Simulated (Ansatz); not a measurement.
## Surface calculation: fcc Cu (111), 3 layers

The slab is cut from the fcc crystal, the stable phase, as relaxed on PAW files (10.88 Å³/atom), with 16 Å of vacuum and a dipole correction:

```
Cu
1.0
     2.48737    0.00000    0.00000
    -1.24369    2.15413    0.00000
     0.00000    0.00000   20.06190
Cu
3
Direct
  0.16667 0.33333 0.39877
  0.50000 0.00000 0.50000
  0.83333 0.66667 0.60123
```

Computed with Ansatz 0.2.0; functional LDA, scalar-relativistic. Settings: a Γ-centred 17×17×1 k mesh, Fermi–Dirac smearing of 0.05 eV, no spin polarisation. Methods: LAPW: all electrons, basis error target 1 meV/atom; PAW: frozen-core files, cutoff 420 eV.

The bulk energy comes from a cell in the slab's orientation on a 17×17×6 mesh. The surface energy is (E(slab) − N·E(bulk))/2A at zero smearing, the mean of both faces; thin slabs carry quantum-size effects.

The PAW files were made under PBE.

**Question.** As cut, the LAPW slab lies 1.194 eV above 3 atoms of bulk. What surface energy is that?

**Answer.** Over two faces of 5.36 Å² it is 111.4 meV/Å², and times 16.02 J/m² per eV/Å² that gives γ = 1.784 J/m².

```json
{"method": "LAPW", "γ as cut (J/m²)": "1.784", "γ relaxed (J/m²)": "1.777", "Φ as cut (eV)": "5.21", "Φ relaxed (eV)": "5.18"}
{"method": "PAW", "γ as cut (J/m²)": "1.784", "γ relaxed (J/m²)": "1.777", "Φ as cut (eV)": "5.21", "Φ relaxed (eV)": "5.18"}
```

**Question.** How do the spacings between the planes relax?

**Answer.** From the bottom face up: d12 -1.5 % of 2.031 Å, d23 -1.5 % of 2.031 Å.

**Question.** A field of 0.1 V/Å is applied along the normal, atoms held. What follows?

**Answer.** LAPW finds an induced dipole of 0.0210 e·Å a cell (PAW 0.0210), that is 7.10 Å for 4πα over the area, against 4.00 Å between the outer atoms.

**Question.** A 2p core hole is made on one atom of each kind in every 1×1 cell (PAW hole dataset, neutral cell, valence without spin). What does it cost by layer?

**Answer.** layer 1 936.00 eV, layer 2 936.37 eV. Shifts between layers mean more than the absolute values, and a whole layer of holes screens otherwise than one hole.

**Question.** In the relaxed 1×1 cell, replace the outer, then the middle Cu by Zn, which changes a whole layer. What shift does this Z+1 picture give?

**Answer.** E(outer) − E(middle) = -0.34 eV by LAPW and -0.34 eV by PAW; a positive value puts the surface line at higher binding energy.
